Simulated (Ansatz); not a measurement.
Given:

ZrPbO3:
```
CELL_PARAMETERS angstrom
      4.10848     0.00000     0.00000
      0.00000     4.10848     0.00000
      0.00000     0.00000     4.10848
ATOMIC_POSITIONS crystal
  Zr 0.00000 0.00000 0.00000
  Pb 0.50000 0.50000 0.50000
  O  0.50000 0.00000 0.00000
  O  0.00000 0.50000 0.00000
  O  0.00000 0.00000 0.50000
```

This is the LDA-relaxed structure.

Task: All from plane-wave PAW LDA (Ansatz code), unless another level is named. Estimate the Hill bulk and shear moduli.

Result: 182 and 86.0 GPa.

Task: Predict the elastic constants (relaxed ions, GPa).

Result: C11 = 352, C12 = 96.2, C44 = 65.6.

Task: And the highest zone-centre frequency (without LO–TO term)?

Result: 577 cm⁻¹.

Space group Pm-3m (cubic perovskite). The workflow started from a Materials Project entry (that database holds measured and hypothetical structures alike); the Crystallography Open Database copy checked does not list it. COD files the formula under space group No. 38, 55, so this cell is another polymorph or a model. Whether it is the stable phase at ambient conditions was not checked. The LDA relaxation kept the symmetry of its start. At this level the phase is dynamically unstable (imaginary phonons). The run is not spin-polarised. Spin–orbit coupling is left out wherever it is not named.

Potentials: the later of the program's two PAW sets.
